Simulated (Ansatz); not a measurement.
**Every step of a relaxation of AlSn**

DFT, PBEsol, PAW with Ansatz's default frozen-core files, scalar-relativistic (Ansatz 0.2.0); a Γ-centred 11×11×12 k mesh, Fermi–Dirac smearing of 0.05 eV, no spin polarisation. The run relaxes cell and atoms at a target pressure of 0 GPa.

Command: `ansatz run input.yaml --threads 1 --pin off --max-ram 2048MiB --backend cpu --events-out ev --progress --plain --runs-dir out` It took 32 s on 1 thread of Arm Neoverse V2 (shared host), peak memory 0.39 GiB.

```yaml
crystal:
  lattice:
    - [4.1981056157, 0.0, 0.0]
    - [-2.0990528078, 3.6356661109, 0.0]
    - [0.0, 0.0, 3.306847]
  atoms:
    - { symbol: Al, position: [0.0, 0.0, 0.0] }
    - { symbol: Sn, position: [0.3333333333, 0.6666666667, 0.5] }
kpoints:
  mp_grid: { grid: [11, 11, 12] }
scf:
  occupations: { method: fermi_dirac, width: 0.05 }
hamiltonian:
  xc: pbesol
  pseudopotentials: { kind: paw }
output:
  forces: true
  stress: true
relax:
  f_tol: 0.005
  max_steps: 50
  cell: {}
```

Each step lists its free energy a cell above the last geometry, the pressure, the cell vectors (Å), and Cartesian positions (Å) with forces (eV/Å).

The first step:

```
step 1  dF = 18.43 meV  P = -2.02 GPa
  cell 4.1981 0.0000 0.0000  -2.0991 3.6357 0.0000  0.0000 0.0000 3.3068
  Al 0.0000 0.0000 0.0000   0.0000 0.0000 0.0000
  Sn 0.0000 2.4238 1.6534   0.0000 0.0000 0.0000
```

Spin–orbit coupling is left out, which matters for the heavy atoms. The PAW files were made under PBE.

Problem. Where does the relaxation end, and by which steps?

Solution. After 5 geometries, with conventional a, b, c = 4.212, 4.212, 3.172 Å, at 24.370 Å³/atom (-3.43 % against the start) in space group P-6m2, with a shortest distance of 2.903 Å. The further steps:
```
step 2  dF = 4.06 meV  P = 0.81 GPa
  cell 4.1466 0.0000 0.0000  -2.0733 3.5910 0.0000  0.0000 0.0000 3.2157
  Al 0.0000 0.0000 0.0000   0.0000 0.0000 0.0000
  Sn 0.0000 2.3940 1.6078   0.0000 0.0000 0.0000
step 3  dF = 1.38 meV  P = 0.04 GPa
  cell 4.1781 0.0000 0.0000  -2.0891 3.6184 0.0000  0.0000 0.0000 3.2129
  Al 0.0000 0.0000 0.0000   0.0000 0.0000 0.0000
  Sn 0.0000 2.4123 1.6065   0.0000 0.0000 0.0000
step 4  dF = 0.13 meV  P = -0.15 GPa
  cell 4.2094 0.0000 0.0000  -2.1047 3.6454 0.0000  0.0000 0.0000 3.1831
  Al 0.0000 0.0000 0.0000   0.0000 0.0000 0.0000
  Sn 0.0000 2.4303 1.5916   0.0000 0.0000 0.0000
step 5  dF = 0.00 meV  P = -0.01 GPa
  cell 4.2122 0.0000 0.0000  -2.1061 3.6479 0.0000  0.0000 0.0000 3.1720
  Al 0.0000 0.0000 0.0000   0.0000 0.0000 0.0000
  Sn 0.0000 2.4319 1.5860   0.0000 0.0000 0.0000
step 6  dF = 0.29 meV  P = -0.02 GPa  (same geometry on a basis chosen anew; earlier energies don't compare to the last digit)
  cell 4.2122 0.0000 0.0000  -2.1061 3.6479 0.0000  0.0000 0.0000 3.1720
  Al 0.0000 0.0000 0.0000   0.0000 0.0000 0.0000
  Sn 0.0000 2.4319 1.5860   0.0000 0.0000 0.0000
```
